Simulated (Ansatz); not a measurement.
Consider the following.

B:
```
CELL_PARAMETERS angstrom
      1.88526     0.00000     0.00000
      0.00000     1.88526     0.00000
      0.00000     0.00000     1.88526
ATOMIC_POSITIONS crystal
  B  0.00000 0.00000 0.00000
```

This is the PBE-relaxed structure.

All from PBE in the plane-wave PAW code Ansatz, unless another level is named. Estimate the electronic character.

metallic (no gap).

Next, the density of states at the Fermi level?

0.29 states/eV per atom (mean over ±0.08 eV).

Space group Pm-3m (simple cubic). A made-up cell: these elements were put on the sites of a structure type; neither database checked (COD, Materials Project) lists it. It is not the phase usual at ambient conditions (space group No. 166). The cell was relaxed with PBE under the symmetry of its start; its stability against distortions is not shown here.

Potentials: the earlier of the program's two PAW sets.
